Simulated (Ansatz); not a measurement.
Cu Kα1 powder pattern (kinematic, no thermal factors).
```json
{"2θ (°)": "19.43", "relative intensity": "40"}
{"2θ (°)": "27.62", "relative intensity": "9"}
{"2θ (°)": "33.99", "relative intensity": "21"}
{"2θ (°)": "39.45", "relative intensity": "100"}
{"2θ (°)": "44.34", "relative intensity": "11"}
{"2θ (°)": "48.84", "relative intensity": "3"}
{"2θ (°)": "53.04", "relative intensity": "13"}
{"2θ (°)": "57.02", "relative intensity": "16"}
{"2θ (°)": "60.84", "relative intensity": "7"}
{"2θ (°)": "64.51", "relative intensity": "4"}
{"2θ (°)": "68.08", "relative intensity": "3"}
{"2θ (°)": "71.55", "relative intensity": "31"}
{"2θ (°)": "74.96", "relative intensity": "8"}
{"2θ (°)": "81.63", "relative intensity": "4"}
{"2θ (°)": "84.92", "relative intensity": "10"}
{"2θ (°)": "88.19", "relative intensity": "4"}
```

The pattern is computed from a structure relaxed with Ansatz, DFT PBE, scalar-relativistic, plane waves, PAW. No spin polarisation. Its elements are Ti, W.

**Question.** Give the structure.

**Answer.** Ti$_{7}$W.
Space group Im-3m (No. 229). a = 6.455 Å, b = 6.455 Å, c = 6.455 Å, α = 90.00°, β = 90.00°, γ = 90.00°
```tsv
atom	site	symmetry	x	y	z
Ti	6b	4/mm.m	0.5000	0.0000	0.0000
Ti	8c	.-3m	0.2500	0.2500	0.7500
W	2a	m-3m	0.0000	0.0000	0.0000
```

A pattern alone doesn't exclude other cells with like lines; this is the one computed.

The structure comes from a generated guess; another structure or a mixture of phases may lie lower.
